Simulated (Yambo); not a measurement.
G0W0@PBEsol for RbCl (CsCl type, space group Pm-3m, No. 221) in Yambo. Reference settings: 4×4×4 Γ-centred k mesh, 216 bands and a 8 Ry block in the screening, 216 bands in G with the Bruneval-Gonze terminator, plasmon pole fitted at 27.2 eV. The PBEsol gap M → Γ on this mesh is 4.94 eV; G0W0 gaps are taken between the same points.

```tsv
change from the reference	G0W0 gap M → Γ (eV)	shift of the valence edge (eV)
reference settings	7.79	-2.00
132 bands in G, no terminator	7.71	-1.78
132 bands in W, 132 bands in G	7.76	-1.92
132 bands in G	7.78	-1.99
76 bands in W, 76 bands in G	[?]	-1.76
no random integration	7.69	-1.80
76 bands in G	7.79	-1.97
3 Ry block	7.54	-1.78
```

Task: Estimate the withheld gaps from the other rows; the computed values follow.

Result: 
- 76 bands in W, 76 bands in G, G0W0 gap M → Γ (eV): 7.72

The reference isn't shown to be the converged limit.

Geometry relaxed with PBEsol; primitive cell a = b = c = 3.8861 Å, α = β = γ = 90.00°.

This is not the ordinary phase of the substance.

A shift is the quasiparticle energy of the state minus its PBEsol energy.
